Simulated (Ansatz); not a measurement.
Ge:
Space group R-3, hexagonal axes (No. 148); a = b = 9.8888 Å, c = 5.9087 Å, α = β = 90.00°, γ = 120.00°

| atom | site | symmetry | x | y | z |
|---|---|---|---|---|---|
| Ge | 6c | 3. | 0.0000 | 0.0000 | 0.2872 |
| Ge | 18f | 1 | 0.0367 | 0.2672 | 0.2461 |
(The calculation used a cell of 8 atoms; values per cell refer to that cell.)

Relaxed with r²SCAN.

Task: Tabulate the valence density and the electron localisation function along the shortest Ge–Ge contact (2.45 Å), the program Ansatz at the r²SCAN level (PAW).

Result: 

```csv
distance from Ge (Å),density (e/Å³),ELF
0.25,27.42,0.20
0.37,13.51,0.14
0.49,5.33,0.20
0.61,1.98,0.30
0.74,0.95,0.43
0.86,0.67,0.55
0.98,0.58,0.66
1.10,0.53,0.75
1.23,0.52,0.79
1.35,0.53,0.75
1.47,0.58,0.66
1.59,0.67,0.55
1.72,0.95,0.43
1.84,1.98,0.30
1.96,5.33,0.20
2.09,13.51,0.14
2.21,27.42,0.20
```

The density is the valence pseudo-density with augmentation charge, so density and ELF within about 1 Å of a nucleus are not all-electron values.

The first step of the workflow began from a Materials Project structure, measured or hypothetical; the Crystallography Open Database copy checked does not list it. It is not the phase usual at ambient conditions (space group No. 227). Symmetry was held in the r²SCAN relaxation; of distortions, only those at the zone centre were tested.

Potentials: the earlier of the program's two PAW sets.
